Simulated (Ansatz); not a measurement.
Ansatz input file:

```yaml
crystal:
  lattice:
    - [-1.573415, 1.573415, 1.573415]
    - [1.573415, -1.573415, 1.573415]
    - [1.573415, 1.573415, -1.573415]
  atoms:
    - { symbol: Mo, position: [0.0, 0.0, 0.0] }
basis:
  ecutwfc: 500
kpoints:
  mp_grid: { grid: [18, 18, 18] }
hamiltonian:
  xc: r2scan
scf:
  occupations: { method: gaussian, width: 0.1 }
output:
  forces: true
  stress: true
  eigenvalues: true
  populations: true
  write_density: true
  write_potential: true
  elf: true
  volumetric_format: npy
```

Launched with
```bash
ansatz run input.yaml --threads 1 --pin off --max-ram 2560MiB --backend cpu --events-out ev --progress --plain --runs-dir out
```

Computed with Ansatz, DFT r2SCAN, scalar-relativistic, plane waves, PAW.

Abridged output (iterations and final results):

```
SCF iter   1: F=—  HF=-4967.596094 eV  |F-HF|=—  |Δ(HF+E_count)|=         —  Δρ=9.47e-3  dr2=1.09e-2  dr2_τ=1.99e-2  ethr=1.77e-3  ⟨swp⟩=5.1  Hψ=13114  notcnv=0
SCF iter   2: F=—  HF=-4967.595618 eV  |F-HF|=—  |Δ(HF+E_count)|=   4.76e-4  Δρ=3.11e-3  dr2=2.85e-4  dr2_τ=4.42e-4  ethr=7.75e-5  ⟨swp⟩=2.7  Hψ=5242  notcnv=0
SCF iter   3: F=—  HF=-4967.595857 eV  |F-HF|=—  |Δ(HF+E_count)|=   2.40e-4  Δρ=1.40e-3  dr2=5.59e-5  dr2_τ=1.44e-5  ethr=2.03e-6  ⟨swp⟩=1.1  Hψ=2191  notcnv=0
SCF iter   4: F=—  HF=-4967.595920 eV  |F-HF|=—  |Δ(HF+E_count)|=   6.26e-5  Δρ=5.85e-5  dr2=1.99e-7  dr2_τ=4.52e-8  ethr=3.99e-7  ⟨swp⟩=3.0  Hψ=3583  notcnv=0
SCF iter   5: F=-4967.595920 eV  HF=-4967.595920 eV  |F-HF|=1.46e-9  |Δ(HF+E_count)|=   4.68e-8  Δρ=7.49e-6  dr2=5.47e-9  dr2_τ=2.08e-9  ethr=1.42e-9  ⟨swp⟩=2.1  Hψ=3239  notcnv=0
SCF iter   6: F=-4967.595920 eV  HF=-4967.595920 eV  |F-HF|=9.09e-12  |Δ(HF+E_count)|=  3.83e-10  Δρ=9.71e-7  dr2=7.52e-11  dr2_τ=8.74e-12  ethr=3.90e-11  ⟨swp⟩=5.0  Hψ=10866  notcnv=0
SCF 1 converged in 6 iterations: F = -4967.595920 eV  dr2 = 7.52e-11
SCF converged after 6 iterations
Free energy (F): -4967.595920 eV
Harris-Foulkes:  -4967.595920 eV  (|F-HF|=9.09e-12)
Internal energy: -4967.593094 eV  (E = F + TS)
E sigma→0 (E₀):  -4967.594507 eV
Entropy (-TS):   -0.002826 eV (-2.826 meV/atom)
Fermi energy:    21.145965 eV
--- Per-component energies (eV) ---
  E_band       = -66.515490
  E_kinetic    = 440.061224
  E_local      = -778.843432  (includes V_loc(G=0)·N_el)
  E_nonlocal   = 142.189738
  E_hartree    = 256.989589
  E_xc         = -178.625520
  E_vxc        = -256.452254  (∫ρ·V_xc dr)
  E_paw        = -3217.164706  (= ΣΔE_a)
  E_vpaw       = -144.442689  (= ΣTr[D̂ρ^β])
  E_aug_tail   = 0.000003  (compensation charges beyond the density's cutoff)
  E_vtau       = 16.992521  (kinetic-family band-sum trace: ∫τ·v_τ [+ j·A + Jᵃ·Aᵃ] dr)
  E_ewald      = -1631.978787
  E_core_change = -0.221204  (= ΣΔE_core)
  E_smearing   = -0.002826  (= −TS)
--- Forces (eV/Å), atoms counted from 1 ---
  atom   1  Mo     0.00000000     0.00000000     0.00000000
--- Stress (GPa, compression-positive) ---
        0.935136       0.000000       0.000000
        0.000000       0.935136       0.000000
        0.000000       0.000000       0.935136
  P = ⅓ Tr σ = 0.9351 GPa (9.351 kbar)
--- Band table (eV; the first three rows and the last of 195) ---
  k-point 0: bands = ["-42.1180", "-14.5677", "-14.5677", "-14.5677", "13.4781", "19.7051", "19.7051", "19.7051", "23.0451", "23.0451", "36.4528"]
  k-point 1: bands = ["-42.1093", "-14.6167", "-14.5827", "-14.5680", "13.6225", "19.6226", "19.6911", "19.8396", "22.9202", "23.0461", "36.5604"]
  k-point 2: bands = ["-42.0843", "-14.7564", "-14.6256", "-14.5691", "14.0349", "19.3935", "19.6318", "20.2374", "22.6430", "23.0547", "36.8184"]
  k-point 194: bands = ["-41.6186", "-15.6045", "-15.6045", "-15.6045", "15.4726", "15.4726", "25.2809", "25.2809", "25.2809", "30.6255", "30.6255"]
--- Löwdin populations: 1 site ---
  site symbol q [e]
     0     Mo     13.9156
  spilling = 0.006029 (of n_electrons = 14.000000)
```

Self-consistency was reached.

Time: 8.6 s on 1 thread of Intel(R) Xeon(R) Platinum 8259CL CPU @ 2.50GHz (Skylake/Cascade Lake) (shared host), peak memory 0.41 GiB.